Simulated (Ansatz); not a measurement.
# Coordination and ¹⁷O quadrupole coupling in BaBAsO5

Cell: a computed structure from the Materials Project (it need not be an observed phase).

Space group P3_121 (No. 152); a = 7.4401, c = 7.2015 Å, γ = 120.00°.

```csv
site,Wyckoff,site symmetry,x,y,z
Ba,3b,.2.,0.3897,0.3897,0.5000
B,3b,.2.,0.9045,0.9045,0.5000
As,3a,.2.,0.6065,0.0000,0.3333
O10,3a,.2.,0.9739,0.9739,0.0000
O13,6c,1,0.5673,0.1510,0.4828
O16,6c,1,0.1441,0.8227,0.8124
```

One atom of each set is listed.

Method: Kohn–Sham DFT in Ansatz, PBE, plane waves and PAW, scalar-relativistic, 420 eV cutoff, Γ-centred 3×3×3 k-points, Fermi–Dirac smearing 0.02 eV.

Q(¹⁷O) = -25.58 mb.

Problem. Rank these O sites by |C_Q|, smallest first.
A. O10: 2 B at 1.46 Å, angle 136°; also 2 Ba at 3.05 Å
B. O16: 1 B at 1.54 Å, 1 As at 1.76 Å, angle 123°; also 2 Ba at 2.91–3.04 Å
C. O13: 1 As at 1.68 Å; also 2 Ba at 2.70–2.85 Å

Solution. A (6.81 MHz, η = 0.33), B (7.60 MHz, η = 0.64), C (8.79 MHz, η = 0.12).

At O10 V_zz runs parallel to the line that joins its two neighbours (within 2°). At O13 V_zz points along its bond to As (within 4°). Like point charges on the first shell alone (each adding as 1/d³) would give another order (O13 < O16 < O10): the kind of neighbour, the covalent part of each bond and the atoms beyond the first shell count as well.

The largest force is 0.3 eV/Å, so the atoms aren't at the calculated equilibrium and relaxing them would move these values.
